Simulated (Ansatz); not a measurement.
MoS$_{2}$ (3R-MoS2 type, space group R3m)

```
CELL_PARAMETERS angstrom
      1.58770     0.91666     6.19534
     -1.58770     0.91666     6.19534
      0.00000    -1.83332     6.19534
ATOMIC_POSITIONS crystal
  Mo 0.00000 0.00000 0.00000
  S  0.75029 0.75029 0.75029
  S  0.58300 0.58300 0.58300
```

In this cell atom 1 (Mo, nearest neighbour S at 2.403 Å; its periodic images, 3.2 Å or more away, move with it) is moved by s along Cartesian z, unit vector (0.000, 0.000, 1.000); all other atoms and the cell stay fixed.

Calculation: r2SCAN+rVV10 (plane waves to 500 eV, PAW, scalar-relativistic; Ansatz, a quantum-chemistry and plane-wave program). k mesh 10×10×10 (Γ-centred), Fermi-Dirac smearing 0.05 eV. E stands for the smeared free energy. As the smearing reaches across the gap at some points, energies and forces of such displacements shift with the k mesh and the smearing. MoS2 is run without spin polarisation. MoS2 was relaxed with its symmetry unable to fall. The PAW data are Ansatz's earlier set. This is one of several known forms of MoS2; the measured ambient cells at hand have space group No. 194. ΔE is measured from the undisplaced structure. The last digit holds for this mesh only.

```tsv
s (Å)	ΔE (meV/cell)
-0.720	5551.8
-0.576	3913.8
-0.432	2485.3
-0.288	1237.9
-0.144	320.6
0.000	0.0
0.144	320.5
0.288	withheld
0.432	2473.4
0.576	3893.2
0.720	5513.1
```

Question: Fit a polynomial form (powers 2, 3, 4) to the given rows and predict ΔE at s = 0.288.

Answer: Least squares on the 10 given rows: ΔE = (14410)·s² + (-59.01)·s³ + (-7306)·s⁴, in meV/cell with s in Å; root-mean-square residual 50.64 meV/cell. At 0.288 the fit gives 1143.6 meV/cell; the calculation gives 1236.0 meV/cell, so the interpolation is off by -92.4 (-7.5 %). The quadratic term alone would give 1195.2 meV/cell.

(A displaced cell: forces are minus the slopes of the energy, force constants its curvatures, and phonons follow from these.)
